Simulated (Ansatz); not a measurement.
InO$_{16}$Zn$_{15}$ in space group P3m1 (No. 156; Pearson symbol hP32), the program Ansatz at the r²SCAN level (PAW), all energies at zero smearing, with the estimated change up to a 700 eV cutoff added, with one set of potentials and settings (totals compare only within such a set). Cell of 32 atoms (1 In, 16 O, 15 Zn): -64604.039 eV.

```json
[
 {"element": "In", "reference phase": "I4/mmm, 1 atoms in the cell", "E (eV/atom)": "-5611.8204"},
 {"element": "O", "reference phase": "C2/m, 4 atoms in the cell, spin-polarised", "E (eV/atom)": "-566.0281"},
 {"element": "Zn", "reference phase": "P6_3/mmc, 2 atoms in the cell", "E (eV/atom)": "-3325.6729"}
]
```

Formation energy per atom, worked out: (-64604.039 − 1×(-5611.8204) − 16×(-566.0281) − 15×(-3325.6729))/32 = -1.584 eV/atom (-153 kJ per mol of atoms), at 0 K, without zero-point energy or fitted corrections.

The start of the workflow was typed in or built on a structure type; neither database checked (COD, Materials Project) lists it. Its standing as an ambient phase is unchecked. Symmetry was held in the r²SCAN relaxation; its stability against distortions is not shown here. The references are the lowest solids computed at this level, not always the standard phases (solids in place of the gases).

Potentials: the later of the program's two PAW sets.
